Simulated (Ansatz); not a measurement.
Co3Ge2:
```xyz
5
Lattice="3.9021 0.0000 0.0000 -1.9511 3.3793 0.0000 0.0000 0.0000 4.8386" Properties=species:S:1:pos:R:3 pbc="T T T"
Co     1.9511     1.1264     1.1730
Co     1.9511     1.1264     3.6656
Co     0.0000     0.0000     2.4193
Ge     0.0000     0.0000     0.0000
Ge     0.0000     2.2529     2.4193
```
The run is spin-polarised; directions of the spins, atom by atom: ↑ ↑ ↑ 0 0.

Relaxed with r²SCAN.

Give the Bader charges and basin volumes of the independent atoms, r²SCAN (plane waves, PAW; program Ansatz).



| atom | Bader charge (e) | Bader volume (Å³) |
|---|---|---|
| Co1 | +0.04 | 11.7 |
| Co3 | -0.28 | 10.7 |
| Ge4 | +0.07 | 15.9 |
| Ge5 | +0.13 | 13.8 |

Space group P-6m2. The first step of the workflow began from a Materials Project structure, measured or hypothetical; the Crystallography Open Database copy checked does not list it. Whether it is the stable phase at ambient conditions was not checked. The r²SCAN relaxation kept the symmetry of its start; whether a distortion lowers the energy is not shown. Magnetic state: ferromagnetic, the only order run, not a proven ground state. Other orbital occupations within this spin state were not tried.

Potentials: the later of the program's two PAW sets.
